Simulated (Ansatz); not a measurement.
The start is a generated cell, ZnS placed in the 4H structure type. A full variable-cell relaxation at zero pressure is run with PBE (plane waves to 420 eV, PAW, scalar-relativistic; Ansatz, a quantum-chemistry and plane-wave program). The first steps use a coarse 7×7×2 k-mesh.

Input geometry:
```
CELL_PARAMETERS angstrom
      3.82552     0.00000     0.00000
     -1.91276     3.31300     0.00000
      0.00000     0.00000    12.52377
ATOMIC_POSITIONS crystal
  Zn 0.00000 0.00000 0.00000
  Zn 0.00000 0.00000 0.50000
  Zn 0.66667 0.33333 0.75018
  Zn 0.33333 0.66667 0.25018
  S  0.00000 0.00000 0.81216
  S  0.00000 0.00000 0.31216
  S  0.66667 0.33333 0.56329
  S  0.33333 0.66667 0.06329
```

```json
{
 "outcome": "The space group stays P6₃mc (No. 186) (the run could not lower it); the end is AFLOW prototype AB_hP8_186_ab_ab (B5, as in SiC), with 8 atoms in the primitive cell",
 "band_gap_at_the_end": "2.05 eV, direct at Γ (no spin-orbit coupling)",
 "optimiser_moves": "3"
}
```

Relaxed structure:

Space group P6₃mc (No. 186); a = b = 3.847 Å, c = 12.591 Å, α = β = 90.00°, γ = 120.00°

```
atom  site  symmetry       x       y       z
----  ----  --------  ------  ------  ------
Zn      2a       3m.  0.0000  0.0000  0.0001
Zn      2b       3m.  0.3333  0.6667  0.2501
S       2a       3m.  0.0000  0.0000  0.3129
S       2b       3m.  0.3333  0.6667  0.0625
```

Final values are on a 10×10×3 k-mesh of the relaxed cell. No spin polarisation in the result.

The run could not lose the symmetry of its start; a randomly shaken copy of 8 atoms returns to this structure.

The first start was generated by placing the elements on the sites of a structure type. A measured structure of ZnS has the same space group, P6₃mc (No. 186); the sites were not compared with it.
